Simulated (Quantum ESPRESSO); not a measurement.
## Al3Cu2Rh2Os (finding a planted mistake in a log)

A calculation, not a measurement. The program is pw.x of Quantum ESPRESSO 7.5 (plane-wave density functional theory). The cell is made up: eight metal atoms on a face-centred cubic lattice, with elements, volume, strain and displacements drawn at random and not relaxed, so it may be unstable or far from any real phase. PseudoDojo standard norm-conserving files set the functional (PBE unless stated); there is no spin polarisation or spin-orbit coupling, the Fermi-Dirac width of 0.25 eV means electrons at about 2900 K, and the masses in the input are unused placeholders. The copper pseudopotential is less sure than most, with forces differing by about three percent and pressure by about two GPa from a second method on plain copper. Heavy elements are run without spin-orbit coupling, which real alloys of them have. A spin test at this wide smearing found no moment, but such smearing suppresses magnetism that the real alloy may have.

Intended input:

```
&control calculation='scf', pseudo_dir='./dojo.nc.sr.pbe.v0_5.standard.upf', outdir='./o', disk_io='minimal', tprnfor=.true., tstress=.true. /
&system ibrav=0, nat=8, ntyp=4, nbnd=61, ecutwfc=92.02030273, nosym=.true., tot_charge=0,
 occupations='smearing', smearing='fd', degauss=0.0183746611
/
&electrons conv_thr=1.470e-08, electron_maxstep=70, mixing_beta=0.5 /
ATOMIC_SPECIES
Al 1.0 Al.upf
Cu 1.0 Cu.upf
Os 1.0 Os.upf
Rh 1.0 Rh.upf
CELL_PARAMETERS angstrom
1.9984 3.8861 2.0305
1.943 -3.8132 1.9401
1.9463 -0.0539 -5.9315
ATOMIC_POSITIONS angstrom
Al -0.0027 -0.0194 -0.0952
Al 1.961 -1.9079 0.0166
Cu 2.067 -0.0423 -1.9612
Al 3.8633 -1.9778 -2.0179
Rh 1.887 0.0308 1.9797
Cu 1.9979 1.855 0.0249
Os 3.9337 -0.0148 0.0634
Rh 3.9999 1.9584 -2.0133
K_POINTS automatic
6 6 4 1 1 1
```

The log is shortened where brackets say so; the opening notice, blank lines, dates and the lines on written files are dropped, and the path of the files is cut. It prints rydbergs, bohrs and kilobars, and counts compression as positive stress. Its total energy is the free energy E - TS of the whole cell.

Log of the intended run:

```
     Program PWSCF v.7.5
     Parallel version (MPI & OpenMP), running on       4 processor cores
     Number of MPI processes:                 4
     Threads/MPI process:                     1
     [start-up lines left out]
     bravais-lattice index     =            0
     lattice parameter (alat)  =       9.1057  a.u.
     unit-cell volume          =     807.9556 (a.u.)^3
     number of atoms/cell      =            8
     number of atomic types    =            4
     number of electrons       =        97.00
     number of Kohn-Sham states=           61
     kinetic-energy cutoff     =      92.0203  Ry
     charge density cutoff     =     368.0812  Ry
     scf convergence threshold =      1.5E-08
     mixing beta               =       0.5000
     number of iterations used =            8  plain     mixing
     Exchange-correlation= PBE
                           (   1   4   3   4   0   0   0)
     [axes and pseudopotential details left out]
   Cartesian axes
     site n.     atom                  positions (alat units)
         1        Al     tau(   1) = (  -0.0005603  -0.0040261  -0.0197570  )
         2        Al     tau(   2) = (   0.4069699  -0.3959500   0.0034450  )
         3        Cu     tau(   3) = (   0.4289683  -0.0087786  -0.4070114  )
         4        Al     tau(   4) = (   0.8017578  -0.4104565  -0.4187785  )
         5        Rh     tau(   5) = (   0.3916126   0.0063920   0.4108508  )
         6        Cu     tau(   6) = (   0.4146279   0.3849716   0.0051675  )
         7        Os     tau(   7) = (   0.8163680  -0.0030715   0.0131575  )
         8        Rh     tau(   8) = (   0.8301066   0.4064304  -0.4178239  )
     number of k points=    72  Fermi-Dirac smearing, width (Ry)=  0.0184
                       cart. coord. in units 2pi/alat
        k(    1) = (   0.2300293  -0.0013493  -0.0260539), wk =   0.0277778
        k(    2) = (   0.3837910  -0.0006634  -0.1786974), wk =   0.0277778
     [further k points left out]
     Dense  grid:    96335 G-vectors     FFT dimensions: (  60,  60,  75)
     Estimated max dynamical RAM per process >     369.90 MB
     Estimated total dynamical RAM >       1.38 GB
     Initial potential from superposition of free atoms
     starting charge      96.9905, renormalised to      97.0000
     Starting wfcs are   62 randomized atomic wfcs
     total cpu time spent up to now is        6.2 secs
     per-process dynamical memory:   295.8 Mb
     Self-consistent Calculation
     iteration #  1     ecut=    92.02 Ry     beta= 0.50
     Davidson diagonalization with overlap
     ethr =  1.00E-02,  avg # of iterations =  5.6
     total cpu time spent up to now is       24.8 secs
     total energy              =   -1438.95867348 Ry
     estimated scf accuracy    <       7.93977324 Ry
     iteration #  2     ecut=    92.02 Ry     beta= 0.50
     Davidson diagonalization with overlap
     ethr =  8.19E-03,  avg # of iterations =  2.5
     total cpu time spent up to now is       42.0 secs
     total energy              =   -1442.55755694 Ry
     estimated scf accuracy    <      22.09376564 Ry
     [iterations 3 to 15 left out]
     iteration # 16     ecut=    92.02 Ry     beta= 0.50
     Davidson diagonalization with overlap
     ethr =  3.48E-10,  avg # of iterations =  1.0
     total cpu time spent up to now is      223.2 secs
     total energy              =   -1444.03206487 Ry
     estimated scf accuracy    <       0.00000003 Ry
     iteration # 17     ecut=    92.02 Ry     beta= 0.50
     Davidson diagonalization with overlap
     ethr =  2.74E-11,  avg # of iterations =  2.0
     total cpu time spent up to now is      237.1 secs
     End of self-consistent calculation
     [lines on levels left out]
!    total energy              =   -1444.03206488 Ry
     estimated scf accuracy    <          3.7E-09 Ry
     smearing contrib. (-TS)   =      -0.09005229 Ry
     internal energy E=F+TS    =   -1443.94201258 Ry
     The total energy is F=E-TS. E is the sum of the following terms:
     one-electron contribution =    -870.85881338 Ry
     hartree contribution      =     482.06133141 Ry
     xc contribution           =    -216.55565255 Ry
     ewald contribution        =    -838.58887806 Ry
     convergence has been achieved in  17 iterations
     Forces acting on atoms (cartesian axes, Ry/au):
     atom    1 type  1   force =    -0.02203400   -0.00725250    0.02323965
     atom    2 type  1   force =     0.00330983   -0.00056943   -0.01154135
     atom    3 type  2   force =    -0.02027717    0.00270876    0.00850538
     atom    4 type  1   force =     0.00266267    0.00172009    0.00668349
     atom    5 type  4   force =     0.03542747    0.00764469   -0.00882872
     atom    6 type  2   force =     0.00533077    0.01121178   -0.01133012
     atom    7 type  3   force =     0.00870863    0.00204273   -0.01040024
     atom    8 type  4   force =    -0.01312821   -0.01750610    0.00367190
     Total force =     0.064208     Total SCF correction =     0.000109
     Computing stress (Cartesian axis) and pressure
          total   stress  (Ry/bohr**3)                   (kbar)     P=     -113.84
  -0.00083648  -0.00000207  -0.00009121         -123.05       -0.30      -13.42
  -0.00000207  -0.00057704  -0.00012019           -0.30      -84.89      -17.68
  -0.00009121  -0.00012019  -0.00090816          -13.42      -17.68     -133.60
     init_run     :      5.82s CPU      6.12s WALL (       1 calls)
     electrons    :    225.05s CPU    230.86s WALL (       1 calls)
     forces       :      2.18s CPU      2.19s WALL (       1 calls)
     stress       :      7.72s CPU      7.72s WALL (       1 calls)
     [timing details left out]
     PWSCF        :   4m 0.85s CPU   4m 7.01s WALL
     JOB DONE.
```

A second run was made from an input with one planted mistake. Its log:

```
     Program PWSCF v.7.5
     Parallel version (MPI & OpenMP), running on       4 processor cores
     Number of MPI processes:                 4
     Threads/MPI process:                     1
     [start-up lines left out]
     bravais-lattice index     =            0
     lattice parameter (alat)  =       9.1057  a.u.
     unit-cell volume          =     807.9556 (a.u.)^3
     number of atoms/cell      =            8
     number of atomic types    =            4
     number of electrons       =        97.00
     number of Kohn-Sham states=           61
     kinetic-energy cutoff     =      92.0203  Ry
     charge density cutoff     =     368.0812  Ry
     scf convergence threshold =      1.5E-08
     mixing beta               =       0.5000
     number of iterations used =            8  plain     mixing
     Exchange-correlation= PBE
                           (   1   4   3   4   0   0   0)
     [axes and pseudopotential details left out]
   Cartesian axes
     site n.     atom                  positions (alat units)
         1        Al     tau(   1) = (  -0.0005603  -0.0040261  -0.0197570  )
         2        Al     tau(   2) = (   0.4069699  -0.3959500   0.0034450  )
         3        Cu     tau(   3) = (   0.4289683  -0.0087786  -0.4070114  )
         4        Al     tau(   4) = (   0.8017578  -0.4104565  -0.4021760  )
         5        Rh     tau(   5) = (   0.3916126   0.0063920   0.4108508  )
         6        Cu     tau(   6) = (   0.4146279   0.3849716   0.0051675  )
         7        Os     tau(   7) = (   0.8163680  -0.0030715   0.0131575  )
         8        Rh     tau(   8) = (   0.8301066   0.4064304  -0.4178239  )
     number of k points=    72  Fermi-Dirac smearing, width (Ry)=  0.0184
                       cart. coord. in units 2pi/alat
        k(    1) = (   0.2300293  -0.0013493  -0.0260539), wk =   0.0277778
        k(    2) = (   0.3837910  -0.0006634  -0.1786974), wk =   0.0277778
     [further k points left out]
     Dense  grid:    96335 G-vectors     FFT dimensions: (  60,  60,  75)
     Estimated max dynamical RAM per process >     369.90 MB
     Estimated total dynamical RAM >       1.38 GB
     Initial potential from superposition of free atoms
     starting charge      96.9905, renormalised to      97.0000
     Starting wfcs are   62 randomized atomic wfcs
     total cpu time spent up to now is        6.1 secs
     per-process dynamical memory:   295.8 Mb
     Self-consistent Calculation
     iteration #  1     ecut=    92.02 Ry     beta= 0.50
     Davidson diagonalization with overlap
     ethr =  1.00E-02,  avg # of iterations =  5.6
     total cpu time spent up to now is       24.6 secs
     total energy              =   -1438.96726955 Ry
     estimated scf accuracy    <       7.92792828 Ry
     iteration #  2     ecut=    92.02 Ry     beta= 0.50
     Davidson diagonalization with overlap
     ethr =  8.17E-03,  avg # of iterations =  2.6
     total cpu time spent up to now is       40.1 secs
     total energy              =   -1442.55138783 Ry
     estimated scf accuracy    <      22.09568662 Ry
     [iterations 3 to 15 left out]
     iteration # 16     ecut=    92.02 Ry     beta= 0.50
     Davidson diagonalization with overlap
     ethr =  2.94E-10,  avg # of iterations =  1.0
     total cpu time spent up to now is      219.0 secs
     total energy              =   -1444.03203504 Ry
     estimated scf accuracy    <       0.00000002 Ry
     iteration # 17     ecut=    92.02 Ry     beta= 0.50
     Davidson diagonalization with overlap
     ethr =  1.78E-11,  avg # of iterations =  2.0
     total cpu time spent up to now is      232.3 secs
     End of self-consistent calculation
     [lines on levels left out]
!    total energy              =   -1444.03203505 Ry
     estimated scf accuracy    <          2.6E-09 Ry
     smearing contrib. (-TS)   =      -0.09016504 Ry
     internal energy E=F+TS    =   -1443.94187000 Ry
     The total energy is F=E-TS. E is the sum of the following terms:
     one-electron contribution =    -871.00997203 Ry
     hartree contribution      =     482.13799463 Ry
     xc contribution           =    -216.55737680 Ry
     ewald contribution        =    -838.51251580 Ry
     convergence has been achieved in  17 iterations
     Forces acting on atoms (cartesian axes, Ry/au):
     atom    1 type  1   force =    -0.02211924   -0.00432757    0.02558647
     atom    2 type  1   force =    -0.00072544   -0.00033034   -0.00753911
     atom    3 type  2   force =    -0.02015927    0.00094220    0.00982521
     atom    4 type  1   force =     0.00575764    0.00070526   -0.00710134
     atom    5 type  4   force =     0.03437890    0.00576038   -0.00710301
     atom    6 type  2   force =     0.00486262    0.01091656   -0.01031544
     atom    7 type  3   force =     0.00790166    0.00361029   -0.00884297
     atom    8 type  4   force =    -0.00989687   -0.01727678    0.00549019
     Total force =     0.062474     Total SCF correction =     0.000102
     Computing stress (Cartesian axis) and pressure
          total   stress  (Ry/bohr**3)                   (kbar)     P=     -113.33
  -0.00082177  -0.00001484  -0.00010590         -120.89       -2.18      -15.58
  -0.00001484  -0.00058567  -0.00012675           -2.18      -86.16      -18.65
  -0.00010590  -0.00012675  -0.00090369          -15.58      -18.65     -132.94
     init_run     :      5.77s CPU      6.03s WALL (       1 calls)
     electrons    :    225.17s CPU    226.22s WALL (       1 calls)
     forces       :      2.19s CPU      2.19s WALL (       1 calls)
     stress       :      7.73s CPU      7.73s WALL (       1 calls)
     [timing details left out]
     PWSCF        :   4m 0.94s CPU   4m 2.28s WALL
     JOB DONE.
```

Question: the log repeats what the program read. Compare it with the intended run: what was wrong in the second input?

Answer: one coordinate of one atom is wrong. The input lines that differ:

```
- Al 3.8633 -1.9778 -2.0179
+ Al 3.8633 -1.9778 -1.9379
```

```
                                            intended run  run with the mistake
                          free energy (eV)    -19647.057            -19647.057
         entropy term -TS, part of it (eV)        -1.225                -1.227
                            pressure (GPa)        -11.38                -11.33
size of the largest force component (eV/Å)         0.911                 0.884
largest change of a force component (eV/Å)                               0.354
                                iterations            17                    17
```

For scale, a rerun of the intended cell at a higher cutoff and on a denser mesh moved values by no more than 0.002 eV in energy, 0.02 GPa in stress and 0.004 eV/Å in force, and a second program with other atomic files agreed on that cell to 2 % rms in force and 0.5 GPa in pressure.